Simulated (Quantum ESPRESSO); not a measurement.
Band energies of KBr at +2 % isotropic strain

```
KBr
1.0
    0.00000     3.33982     3.33982
    3.33982     0.00000     3.33982
    3.33982     3.33982     0.00000
K Br
1 1
Direct
  0.00000   0.00000   0.00000
  0.50000   0.50000   0.50000
```

PBEsol (pw.x of Quantum ESPRESSO, ONCV potentials, without SOC); path ΓXWKΓLUWLK,UX; energies in eV from the valence-band maximum.

```
k (1/Å)  point  band 4  band 5  band 6  band 7  band 8  band 9  band 10  band 11
-------  -----  ------  ------  ------  ------  ------  ------  -------  -------
0.00         Γ  -11.23  -11.23    0.00    0.00    0.00    4.20     7.53     7.53
0.47            -11.25  -11.16   -0.68   -0.16   -0.16    5.65     6.46     8.75
0.94         X  -11.26  -11.26   -0.79   -0.28   -0.28    5.80     6.97     9.15
1.06            -11.26  -11.24   -0.78   -0.31   -0.30    5.90     7.10     8.96
1.41         W  -11.29  -11.15   -0.57   -0.57   -0.51    7.24     7.24     8.04
1.58            -11.27  -11.16   -0.65   -0.60   -0.39    6.70     7.87     7.95
1.74         K  -11.25  -11.17   -0.68   -0.62   -0.32    6.48     7.90     8.23
2.14            -11.23  -11.08   -0.85   -0.33   -0.28    6.36     7.22     8.60
2.54            -11.23  -11.20   -0.21   -0.05   -0.04    4.56     7.37     7.66
2.74         Γ  -11.23  -11.23    0.00    0.00    0.00    4.20     7.53     7.53
3.05            -11.23  -11.16   -0.43   -0.10   -0.10    4.98     7.35     7.92
3.45            -11.24  -11.02   -1.10   -0.30   -0.30    6.31     7.91     9.35
3.56         L  -11.24  -11.02   -1.13   -0.31   -0.31    6.37     8.00     9.61
4.02            -11.25  -11.14   -0.77   -0.57   -0.32    6.69     7.85     8.32
4.13         U  -11.25  -11.17   -0.68   -0.62   -0.32    6.48     7.90     8.23
4.46         W  -11.29  -11.15   -0.57   -0.57   -0.51    7.24     7.24     8.04
4.94            -11.24  -11.04   -1.06   -0.36   -0.32    6.54     7.86     9.18
5.13         L  -11.24  -11.02   -1.13   -0.31   -0.31    6.37     8.00     9.61
5.29            -11.24  -11.04   -1.08   -0.35   -0.31    6.50     7.90     9.26
5.71         K  -11.25  -11.17   -0.68   -0.62   -0.32    6.48     7.90     8.23
5.71         U  -11.25  -11.17   -0.68   -0.62   -0.32    6.48     7.90     8.23
6.04         X  -11.26  -11.26   -0.79   -0.28   -0.28    5.80     6.97     9.15
```

The PBEsol gap is direct, 4.20 eV at Γ.

Spin-orbit splittings are left out.

Geometry strained from the cell relaxed with PBEsol, atoms relaxed again.
